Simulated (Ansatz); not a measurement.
# A relaxed cell of Rb2IrCl6 against its rivals

Atoms and cell were relaxed at zero pressure (1.3 % in volume from the start). The relaxed cell:

```
CELL_PARAMETERS angstrom
3.46093 5.99451 0.00000
-3.46093 5.99451 0.00000
0.00000 0.00000 5.88278
ATOMIC_POSITIONS crystal
Ir 0.00000 0.00000 0.50000
Rb 0.66667 0.66667 0.25164
Rb 0.33333 0.33333 0.74836
Cl 0.15983 0.15983 0.27407
Cl 0.68033 0.15983 0.27407
Cl 0.15983 0.68033 0.27407
Cl 0.31967 0.84017 0.72593
Cl 0.84017 0.84017 0.72593
Cl 0.84017 0.31967 0.72593
```

Space group P-3m1 (No. 164); conventional cell a = 6.922 Å, b = 6.922 Å, c = 5.883 Å, α = 90.00°, β = 90.00°, γ = 120.00°.

Method: r2SCAN in Ansatz 0.2.0, PAW datasets, plane waves to 500 eV, 5×5×6 Γ-centred mesh, fermi-dirac occupations of width 0.104 eV. Spin: none; no U, no spin-orbit coupling.

Q: Where does it lie against the elements?

A: -1.415 eV an atom at 0 K against the elements' lowest computed crystals and the free molecules of gases, with no empirical correction.

Q: Is it stable against splitting into other phases?

A: Among the phases that we computed and relaxed alike, the lowest mixture with other formulas is 11 % Cl$_{2}$ + 44 % IrCl3 + 44 % RbCl (shares of atoms). The cell lies 105 meV an atom below it, so this formula doesn't split. No lower structure of the same formula is in the table beyond the error of 20 meV, so it is stable at this level.

The start was: a known structure type with other elements put in, at an estimated volume. An invented cell need not be a known compound.

Caveats: an odd electron count without spin, so a state with a moment may lie lower; differences under 20 meV an atom lie within the error of meshes and cutoff; no moments were allowed, so a magnetic state may lie lower; the relaxation keeps the start's symmetry, so a distorted cell may lie lower; a metal without spin among anions, where moments or a distortion may lower the energy; no spin-orbit coupling, which can move compounds of heavy elements by tens of meV.
